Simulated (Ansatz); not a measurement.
A geometry of Al2Cu away from equilibrium: step 2 of the relaxation of a relaxed Al2Cu cell stretched uniformly to 115 % of its volume. The numbers are results of r2SCAN (plane waves to 500 eV, PAW, scalar-relativistic; Ansatz, a program for electronic structure), not measurements. Γ-centred k-mesh 8×8×8 on the run's cell (coarser than for final values), Fermi–Dirac smearing 0.05 eV. The plane waves were selected for a different cell earlier on the path.

```
Al2Cu
1.0
   -2.99687     2.99687     2.39987
    2.99687    -2.99687     2.39987
    2.99687     2.99687    -2.39987
Al Cu
4 2
Direct
  0.65440   0.15440   0.80879
  0.84560   0.65440   0.50000
  0.15440   0.34560   0.50000
  0.34560   0.84560   0.19121
  0.25000   0.25000   0.00000
  0.75000   0.75000   0.00000
```

Give the Cartesian forces on all atoms (eV/Å).


```csv
atom,Fx,Fy,Fz
Al1,0.27,0.27,0.00
Al2,0.27,-0.27,0.00
Al3,-0.27,0.27,0.00
Al4,-0.27,-0.27,0.00
Cu5,0.00,0.00,0.00
Cu6,0.00,0.00,0.00
```

The path ends in I4/mcm (No. 140) (AFLOW prototype A2B_tI12_140_h_a (C16, as in Al2Cu)). No spin polarisation in the result.

The run could not lose the symmetry of its start.
